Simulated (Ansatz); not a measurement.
SiO₂:
Space group Ama2 (No. 40); a = 8.3318 Å, b = 8.8327 Å, c = 5.0082 Å, α = 90.00°, β = 90.00°, γ = 90.00°

```
atom  site  symmetry       x       y       z
----  ----  --------  ------  ------  ------
Si      8c         1  0.0626  0.3353  0.0045
O       4a       ..2  0.0000  0.0000  0.6019
O       8c         1  0.0416  0.2164  0.2477
O       4b       m..  0.7500  0.1577  0.4207
```
(The calculation used a cell of 12 atoms; values per cell refer to that cell.)

Relaxed with PBEsol. PBEsol in the plane-wave PAW code Ansatz gives a gap of 5.70 eV.

Q: What gap does HSE06 give on the same cell (Ansatz, PAW)?

A: 7.48 eV, 1.79 eV more. The hybrid was solved on a coarser mesh and at special points; its gap is the smallest among all of these.

```
k   v1 PBEsol  c1 PBEsol    v1 HSE06    c1 HSE06
--  ---------  ---------  ----------  ----------
Γ        0.00       5.70        0.00        7.48
Y       -0.06       7.89       -0.06        9.89
T       -0.29       8.25  (withheld)  (withheld)
Z       -0.11       6.54  (withheld)  (withheld)
S       -0.13       7.87       -0.14        9.84
R       -0.32       8.18  (withheld)  (withheld)
Δ0      -0.18       8.59  (withheld)  (withheld)
B0      -0.45       8.61       -0.47       10.65
```

Q: Top valence (v1) and lowest conduction level (c1) in eV from each method's valence maximum (which need not be a listed point): supply the withheld HSE06 values.

A: 
- R, v1 HSE06: -0.34
- R, c1 HSE06: 10.15
- Z, v1 HSE06: -0.12
- Z, c1 HSE06: 8.35
- T, v1 HSE06: -0.30
- T, c1 HSE06: 10.26
- Δ0, v1 HSE06: -0.19
- Δ0, c1 HSE06: 10.46

Cost on shared cores: the PBEsol run (SCF on a 7×7×4 mesh, then bands and DOS) about 5 core-minutes (a rough figure), the HSE06 run (SCF on 4×4×2, then a few points) roughly 10 core-minutes; the tasks are unlike.

The workflow started from a Materials Project entry (that database holds measured and hypothetical structures alike); the Crystallography Open Database copy checked does not list it. It is not the phase usual at ambient conditions (space group No. 92, 152, 154). Symmetry was held in the PBEsol relaxation; whether a distortion lowers the energy is not shown.

Potentials: the later of the program's two PAW sets.
